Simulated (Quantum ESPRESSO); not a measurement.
```xyz
2
Lattice="0.0000 3.2945 3.2945 3.2945 0.0000 3.2945 3.2945 3.2945 0.0000" Properties=species:S:1:pos:R:3 pbc="T T T"
K      0.0000     0.0000     0.0000
Br     3.2945     3.2945     3.2945
```
The geometry is a computed Materials Project entry, not a measured one. It is KBr in Fm-3m. Stability against distortions was not tested.

With PBE (σ by GIPAW in a modified build of Quantum ESPRESSO; JTH PAW datasets, 20 Ha):

```json
[
 {"quantity": "σ_iso K (ppm)", "PBE": "1141.8"},
 {"quantity": "σ_iso Br (ppm)", "PBE": "2644.4"}
]
```

Shieldings are absolute and leave out the bulk-susceptibility term; a larger σ means a smaller chemical shift. In our sweeps, cutoffs and meshes of this size left a few ppm, and up to some 20 ppm on atoms from Zn on. Spin–orbit coupling is left out; its weight grows with the heaviest atom, Br here. No d partial waves on Br: the paramagnetic term there is incompletely reconstructed.

Q: What does the LDA, on its own JTH datasets and the same geometry, give?

A: 
```json
[
 {"quantity": "σ_iso K (ppm)", "LDA": "1115.8", "LDA − PBE": "-26.1"},
 {"quantity": "σ_iso Br (ppm)", "LDA": "2555.9", "LDA − PBE": "-88.5"}
]
```
